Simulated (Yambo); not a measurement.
Yambo run on BaPdS$_{2}$ (space group Cmcm, No. 63). The wavefunctions are PBEsol (pw.x of Quantum ESPRESSO, ONCV potentials, scalar-relativistic) ones on a 2×2×2 mesh (40 occupied bands); a = b = 6.388 Å, c = 5.659 Å, α = β = 90.00°, γ = 115.33°.

Yambo input:

```
rim_cut
HF_and_locXC
RandQpts= 1000000
RandGvec= 1 Ry
EXXRLvcs= 82 Ry
VXCRLvcs= 328 Ry
% QPkrange
 1 | 1 | 40 | 41 |
 2 | 2 | 40 | 41 |
 3 | 3 | 40 | 41 |
 4 | 4 | 40 | 41 |
 5 | 5 | 40 | 41 |
 6 | 6 | 40 | 41 |
%
```

k points by index: 1 = Γ, 2 = (0, 0, -0.5), 3 = (0, -0.5, 0), 4 = (0, -0.5, -0.5), 5 = (-0.5, -0.5, 0), 6 = (-0.5, -0.5, -0.5).

Table of the .hf output:

```
#    K-point    Band    Eo [eV]    Ehf [eV]    Vxc [eV]    Vnlxc [eV]
#
    1    40    0.000000    -4.341211    -21.87148    -26.21269
    1    41    0.246747    2.747359    -15.93042    -13.42981
    2    40    -0.720806    -3.886022    -13.58386    -16.74908
    2    41    1.629675    5.301752    -17.49857    -13.82649
    3    40    -0.103589    -4.417227    -21.75546    -26.06909
    3    41    0.884559    3.588473    -16.83855    -14.13464
    4    40    -0.666922    -4.273465    -16.48788    -20.09442
    4    41    0.782073    4.120856    -16.47889    -13.14010
    5    40    -0.031739    -4.313018    -21.79284    -26.07412
    5    41    0.918880    3.762787    -16.61176    -13.76785
    6    40    -0.877867    -4.364006    -16.59585    -20.08199
    6    41    1.290281    4.823980    -16.78547    -13.25177
```
Exchange alone, without screening.

Spin-orbit coupling is not included.

Geometry of the Materials Project entry, not relaxed at this level.

The structure is a Materials Project entry; no match was found in the copy of COD used, and its stability was not checked.
